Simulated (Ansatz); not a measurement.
Relaxed-ion elastic tensor of KTaO3 (cubic perovskite, Pm-3m) in GPa (Voigt order), DFT-LDA in the program Ansatz with PAW potentials; density 7.21 g/cm³, 12.34 Å³ per atom.

```
 492  82.5  82.5   0.0   0.0   0.0
82.5   492  82.5   0.0   0.0   0.0
82.5  82.5   492   0.0   0.0   0.0
 0.0   0.0   0.0   101   0.0   0.0
 0.0   0.0   0.0   0.0   101   0.0
 0.0   0.0   0.0   0.0   0.0   101
```

Q: Is the crystal mechanically stable?

A: Yes: the smallest eigenvalue of C is 101 GPa.

Q: Work out the Voigt, Reuss and Hill averages.

A: K_V = 219, K_R = 219, K_H = 219; G_V = 143, G_R = 127, G_H = 135 GPa.

Q: Give Young's modulus, Poisson's ratio, Pugh's ratio and the universal anisotropy index.

A: E = 9KG/(3K + G) = 336 GPa; ν = 0.24; K/G = 1.62 (brittle by the Pugh limit of 1.75); A_U = 5G_V/G_R + K_V/K_R − 6 = 0.62.

Q: Estimate the sound speeds and the Debye temperature.

A: v_l = √((K + 4G/3)/ρ) = 7430 m/s, v_t = √(G/ρ) = 4320 m/s, mean 4800 m/s; Θ = (h/k)(3n/4πV)^(1/3) v_m = 618 K.

Q: Give the Zener ratio and Young's modulus along [100], [110] and [111].

A: A = 2C44/(C11 − C12) = 0.50; 1/E = S11 − 2(S11 − S12 − S44/2)Γ with Γ = 0, 1/4, 1/3 gives 468, 296, 263 GPa.

The LDA relaxation kept the symmetry of its start. No spin polarisation was allowed. Spin–orbit coupling is left out wherever it is not named.

Potentials: the earlier of the program's two PAW sets. The files were generated under PBE; for other functionals the program regenerates the frozen cores, and for LDA and PBEsol the local potential too.
